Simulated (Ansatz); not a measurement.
An Ansatz (a first-principles code) run. Input:

Ansatz 0.2 input:
```yaml
crystal:
  lattice:
    - [3.6980658808, 0.0, 0.0]
    - [-1.8490329404, 3.2026189977, 0.0]
    - [0.0, 0.0, 6.3825420169]
  atoms:
    - { symbol: Ti, position: [0.0, 0.0, 0.0] }
    - { symbol: Te, position: [0.6666666667, 0.3333333333, 0.2711172538] }
    - { symbol: Te, position: [0.3333333333, 0.6666666667, 0.7288827462] }
kpoints:
  mp_grid: { grid: [13, 13, 7] }
hamiltonian:
  xc: pbe
  dispersion: d3bj
  pseudopotentials: { kind: paw }
scf:
  occupations: { method: fermi_dirac, width: 0.1 }
phonons:
  method: dfpt
  response_accuracy: low
  eigenvectors: true
  rigid_motions: translations
```

Output (shortened):

```
Pseudopotential: Ti, paw, valence charge 12
Pseudopotential: Te, paw, valence charge 16
Functional definition: PBE
Crystal: 3 atoms, lattice volume = 75.592 Å³
Basis set: ecut = 420 eV, 1485 PW (Γ), exchange–correlation on 50×50×90 points (8 copies of the dense FFT grid, shifted against one another)
Bands: 27, of which v1, the nominal top of the filled ones, is band 22 counted from 1 (21 counted from 0)
Symmetry: 12 space group operations
k-points: 322 of 1183 (irreducible under 2 space group operations, time reversal used)
SCF iter   1: F=—  HF=-16463.204506 eV  |F-HF|=—  |Δ(HF+E_count)|=         —  Δρ=2.57e-3  dr2=9.23e-3  ethr=1.77e-3  ⟨swp⟩=5.5  Hψ=37874  notcnv=0
preconditioner: auto → Kerker (q_TF=auto, 2.493 Å⁻¹)
SCF iter   2: F=—  HF=-16463.203462 eV  |F-HF|=—  |Δ(HF+E_count)|=   1.04e-3  Δρ=1.41e-3  dr2=2.69e-3  ethr=2.10e-5  ⟨swp⟩=2.0  Hψ=16417  notcnv=0
SCF iter   3: F=—  HF=-16463.203438 eV  |F-HF|=—  |Δ(HF+E_count)|=   2.40e-5  Δρ=4.06e-4  dr2=2.29e-4  ethr=6.11e-6  ⟨swp⟩=2.2  Hψ=15478  notcnv=0
SCF iter   4: F=—  HF=-16463.203391 eV  |F-HF|=—  |Δ(HF+E_count)|=   4.64e-5  Δρ=1.70e-4  dr2=2.31e-5  ethr=5.21e-7  ⟨swp⟩=2.1  Hψ=15483  notcnv=0
SCF iter   5: F=—  HF=-16463.203389 eV  |F-HF|=—  |Δ(HF+E_count)|=   2.57e-6  Δρ=5.69e-5  dr2=3.57e-6  ethr=5.25e-8  ⟨swp⟩=2.0  Hψ=15455  notcnv=0
SCF iter   6: F=—  HF=-16463.203387 eV  |F-HF|=—  |Δ(HF+E_count)|=   1.91e-6  Δρ=2.19e-5  dr2=4.01e-7  ethr=8.11e-9  ⟨swp⟩=3.0  Hψ=16320  notcnv=0
SCF iter   7: F=—  HF=-16463.203387 eV  |F-HF|=—  |Δ(HF+E_count)|=   1.67e-7  Δρ=4.10e-6  dr2=2.17e-8  ethr=9.12e-10  ⟨swp⟩=2.0  Hψ=15398  notcnv=0
SCF iter   8: F=—  HF=-16463.203387 eV  |F-HF|=—  |Δ(HF+E_count)|=   5.40e-9  Δρ=7.68e-7  dr2=1.36e-9  ethr=4.93e-11  ⟨swp⟩=2.1  Hψ=14461  notcnv=0
SCF iter  11: F=-16463.203387 eV  HF=-16463.203387 eV  |F-HF|=3.64e-12  |Δ(HF+E_count)|=  7.28e-12  Δρ=2.31e-8  dr2=6.07e-13  ethr=1.00e-12  ⟨swp⟩=6.0  Hψ=34921  notcnv=0
SCF 1 converged in 11 iterations: F = -16463.203387 eV  dr2 = 6.07e-13
DFPT response loops at Γ: preconditioner auto → Kerker (q_TF=auto, 2.493 Å⁻¹) (partly filled bands, converged f_vac=0.006) …
SCF converged after 11 iterations
Free energy (F): -16463.203387 eV
Harris-Foulkes:  -16463.203387 eV  (|F-HF|=3.64e-12)
Internal energy: -16463.156519 eV  (E = F + TS)
E sigma→0 (E₀):  -16463.179953 eV
Entropy (-TS):   -0.046867 eV (-15.622 meV/atom)
Fermi energy:    11.250816 eV
--- Per-component energies (eV) ---
  E_band       = -628.495569
  E_kinetic    = 635.256516
  E_local      = -3210.767483  (includes V_loc(G=0)·N_el)
  E_nonlocal   = -611.767030
  E_hartree    = 1911.219922
  E_xc         = -347.439348
  E_vxc        = -332.180122  (∫ρ·V_xc dr)
  E_paw        = -10372.797181  (= ΣΔE_a)
  E_vpaw       = -931.477066  (= ΣTr[D̂ρ^β])
  E_aug_tail   = -0.000228  (compensation charges beyond the density's cutoff)
  E_ewald      = -4465.294503
  E_disp       = -1.567184  (pairwise vdW)
  E_smearing   = -0.046867  (= −TS)
  E_closure    = 0.000000  (closes the sum)
  Σ components = -16463.203387   (vs F -16463.203387, Δ=0.00e0)
  [band-id]    e_kinetic+e_local+e_nonlocal+2·e_hartree+e_vxc+e_vpaw+e_augmentation_tail = -628.495569   (vs E_band -628.495569, Δ=-8.17e-8)
--- Band table (eV; the first three rows and the last of 322) ---
  k-point 0: bands = ["-46.0875", "-25.3665", "-25.3665", "-25.3641", "-25.3641", "-25.3435", "-25.3435", "-25.3412", "-25.3412", "-25.3352", "-25.3329", "-22.3464", "-22.3464", "-22.3241", "-1.5150", "0.1868", "5.6392", "9.6528", "9.6528", "11.5085", …
  k-point 1: bands = ["-46.0875", "-25.3676", "-25.3676", "-25.3631", "-25.3631", "-25.3434", "-25.3434", "-25.3412", "-25.3412", "-25.3351", "-25.3330", "-22.3464", "-22.3464", "-22.3241", "-1.4546", "0.0594", "5.8871", "9.6697", "9.6697", "10.9136", …
  k-point 2: bands = ["-46.0875", "-25.3692", "-25.3692", "-25.3620", "-25.3620", "-25.3430", "-25.3430", "-25.3412", "-25.3412", "-25.3348", "-25.3333", "-22.3464", "-22.3464", "-22.3241", "-1.2773", "-0.2563", "6.5593", "9.7094", "9.7094", "9.8503", …
  k-point 321: bands = ["-46.0841", "-25.3691", "-25.3620", "-25.3609", "-25.3569", "-25.3471", "-25.3443", "-25.3426", "-25.3407", "-25.3278", "-25.3271", "-22.3922", "-22.3664", "-22.3023", "0.3112", "0.5817", "6.8631", "6.9253", "8.6290", "8.8191", …
--- Phonons (Γ-DFPT): 4 representative perturbations + reference, on 322 of 1183 k-points (Σ response iterations 12) ---
  ASR residual: 1.786e-3 → 0.000e0 eV/Å²; symmetrization residual: 1.398e-4 eV/Å²
  pairwise dispersion correction: d3bj (s6 = 1.0, s8 = 0.7875, a1 = 0.4289, a2_bohr = 4.4407), with the weights of each atom's references fixed at the …
  ASR residual per site (eV/Å²): 1.79e-3 1.37e-4 1.37e-4
  Γ frequencies (cm⁻¹): 0.00 0.00 0.00 101.88 101.88 150.39 185.16 185.16 282.50
  non-analytic LO–TO correction: not included (Born effective charges unavailable; polar crystals: no LO–TO splitting at Γ)
```

Cost: roughly 5 core-minutes on shared cores.

Space group P-3m1 (CdI2 type). Symmetry was held in the PBE+D3(BJ) relaxation. The run is not spin-polarised. As this level gives no gap, phonon frequencies hold no LO–TO term and depend on the k-mesh and smearing (Fermi–Dirac, 0.1 eV here). Spin–orbit coupling is left out wherever it is not named.

Potentials: the later of the program's two PAW sets.

Ansatz is a plane-wave DFT program.
